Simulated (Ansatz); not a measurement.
Recipe of this trial structure of Mg3SeS2: random cell by space group and Wyckoff sites (Fmmm, No. 69). The dimensions are guesses.

```cif
data_structure
_symmetry_space_group_name_H-M 'Fmmm'
_symmetry_Int_Tables_number 69
_cell_length_a 6.6745
_cell_length_b 7.0898
_cell_length_c 12.1691
_cell_angle_alpha 90.000
_cell_angle_beta 90.000
_cell_angle_gamma 90.000
_cell_volume 575.85
loop_
_atom_site_label
_atom_site_type_symbol
_atom_site_symmetry_multiplicity
_atom_site_Wyckoff_symbol
_atom_site_fract_x
_atom_site_fract_y
_atom_site_fract_z
_atom_site_occupancy
Mg1 Mg 8 i 0.00000 0.00000 0.19878 1
Mg2 Mg 4 b 0.50000 0.00000 0.00000 1
Se1 Se 4 a 0.00000 0.00000 0.00000 1
S1 S 8 h 0.50000 0.77211 0.00000 1
```

Computed with DFT PBE, scalar-relativistic, plane waves, PAW in Ansatz. Cutoff 420 eV, Gaussian smearing, Γ-centred meshes. Cell and atoms relax first on a coarse mesh and then on a finer one. In between, the cell is made exact in the group found at 0.06 Å. In metals the finer mesh still leaves noise of several meV/atom or more. The steps can't lower the symmetry of their start. No spin polarisation.

A guess keeps its type if space group and coordination stay and the shape of the cell changes little (axis ratios within about 15 %, angles within 6°); the volume may change.

Problem. Does it keep its structure type, or change into something else?

Solution. It doesn't keep its type. The symmetry stays Fmmm (No. 69). The volume per atom grows by 18.9 %, from 24.0 to 28.5 Å³. The shortest distance goes from 1.62 Å (Mg–S) to 2.43 Å (Mg–S). Counting neighbours within 15 % of an atom's shortest distance, the start has Mg 1/2, S 1, Se 2 and the end Mg 3/4, S 4, Se 6. In detail, at the end Mg on a site of symmetry mm2 has 1 Se at 2.65 Å and 2 Mg at 2.94 Å; Se has 2 S at 2.48 Å and 4 Mg at 2.65–2.73 Å; S has 1 Mg at 2.43 Å, 1 Se at 2.48 Å and 2 S at 2.73 Å; 1 more site not described.

```cif
data_structure
_symmetry_space_group_name_H-M 'Fmmm'
_symmetry_Int_Tables_number 69
_cell_length_a 5.4631
_cell_length_b 9.8313
_cell_length_c 12.7489
_cell_angle_alpha 90.000
_cell_angle_beta 90.000
_cell_angle_gamma 90.000
_cell_volume 684.74
loop_
_atom_site_label
_atom_site_type_symbol
_atom_site_symmetry_multiplicity
_atom_site_Wyckoff_symbol
_atom_site_fract_x
_atom_site_fract_y
_atom_site_fract_z
_atom_site_occupancy
Mg1 Mg 8 i 0.50000 0.00000 0.70776 1
Mg2 Mg 4 b 0.50000 0.00000 0.00000 1
Se1 Se 4 a 0.00000 0.00000 0.00000 1
S1 S 8 h 0.50000 0.75259 0.00000 1
```

The last run used an 8×8×8 mesh for its 6-atom cell and Gaussian smearing of 0.10 eV. Symmetry constrained the relaxation, so the result can be a saddle point. Another cell of Mg3SeS2 relaxed alike, in P-3m1, lies 1.33 eV/atom lower, so this cell isn't the stable form at this level.

In counts of neighbours, a slash parts the counts of unlike sites.
